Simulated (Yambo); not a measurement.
Yambo run on NH4Br (space group P-43m, No. 215). The wavefunctions come from this Quantum ESPRESSO step (PBEsol, PseudoDojo standard norm-conserving files, fully relativistic):

```
&CONTROL
  calculation = 'nscf'
  pseudo_dir = './pseudo'
  outdir = './out'
/
&SYSTEM
  ibrav = 0
  nat = 6
  ntyp = 3
  ecutwfc = 84.0
  ecutrho = 336.0
  occupations = 'fixed'
  force_symmorphic = .true.
  nbnd = 179
  noncolin = .true.
  lspinorb = .true.
/
&ELECTRONS
  conv_thr = 6.000000000000001e-09
  diago_full_acc = .true.
  diago_thr_init = 1e-08
/
ATOMIC_SPECIES
H 1.0080 H.upf
N 14.0070 N.upf
Br 79.9040 Br.upf
CELL_PARAMETERS angstrom
  4.000100000000   0.000000000000   0.000000000000
  0.000000000000   4.000100000000   0.000000000000
  0.000000000000   0.000000000000   4.000100000000
ATOMIC_POSITIONS crystal
H   0.149210000000   0.149210000000   0.850790000000
H   0.149210000000   0.850790000000   0.149210000000
H   0.850790000000   0.850790000000   0.850790000000
H   0.850790000000   0.149210000000   0.149210000000
N   0.000000000000   0.000000000000   0.000000000000
Br   0.500000000000   0.500000000000   0.500000000000
K_POINTS automatic
4 4 4 0 0 0
```

Yambo input:

```
rim_cut
gw0
dyson
el_el_corr
HF_and_locXC
ppa
em1d
RandQpts= 1000000
RandGvec= 1 Ry
EXXRLvcs= 84 Ry
VXCRLvcs= 336 Ry
Chimod= "HARTREE"
% BndsRnXp
 1 | 176 |
%
NGsBlkXp= 7 Ry
% LongDrXp
 1.0 | 1.0 | 1.0 |
%
PPAPntXp= 27.2114 eV
% GbndRnge
 1 | 176 |
%
GTermKind= "BG"
DysSolver= "n"
ExtendOut
% QPkrange
 1 | 1 | 14 | 18 |
 3 | 3 | 16 | 17 |
 6 | 6 | 16 | 17 |
 10 | 10 | 16 | 17 |
%
```

k points by index: 1 = Γ, 3 = X, 6 = M, 10 = R.

The o-*.qp file then holds:

```
#    K-point    Band    Eo [eV]    E [eV]    E-Eo [eV]    Vxc [eV]    Vnlxc [eV]    Sc|Eo [eV]    Sc|E [eV]    dSc/dw|Eo [eV]    Re(Z)    Im(Z)
#
    1    14    0.000000    -1.520082    -1.520082    -12.96316    -16.60549    1.787187    2.122257    -5.997774    0.819392    -0.001225
    1    15    0.000000    -1.524055    -1.524055    -12.96316    -16.60549    1.782340    2.118284    -5.997743    0.819393    -0.001225
    1    16    0.000000    -1.522196    -1.522196    -12.96316    -16.60550    1.784596    2.120145    -5.997991    0.819387    -0.001225
    1    17    4.007086    4.835149    0.828063    -9.316179    -5.072457    -3.272753    -3.415659    -4.695557    0.852835    -0.997370E-3
    1    18    4.007086    4.835149    0.828063    -9.316179    -5.072457    -3.272754    -3.415659    -4.695557    0.852835    -0.997370E-3
    3    16    -0.136680    -1.677763    -1.541083    -12.61718    -16.28338    1.784958    2.125121    -6.005945    0.819191    -0.001235
    3    17    6.850078    7.956500    1.106422    -9.868549    -5.047569    -3.513779    -3.714558    -4.937505    0.846416    -0.001000
    6    16    -0.051995    -1.586418    -1.534424    -12.83304    -16.52562    1.818144    2.158161    -6.029434    0.818612    -0.001233
    6    17    5.468348    6.333338    0.864990    -8.794758    -4.452758    -3.328882    -3.477010    -4.659382    0.853803    -0.001003
    10    16    -1.427524    -3.109774    -1.682249    -11.59014    -15.64372    1.989750    2.371328    -6.171796    0.815120    -0.001318
    10    17    7.680569    8.854632    1.174063    -10.08088    -5.148273    -3.542555    -3.758541    -5.005465    0.844631    -0.001035
```
(The two width columns are left out.) Convergence of these settings isn't established.

Geometry of the Materials Project entry, not relaxed at this level.
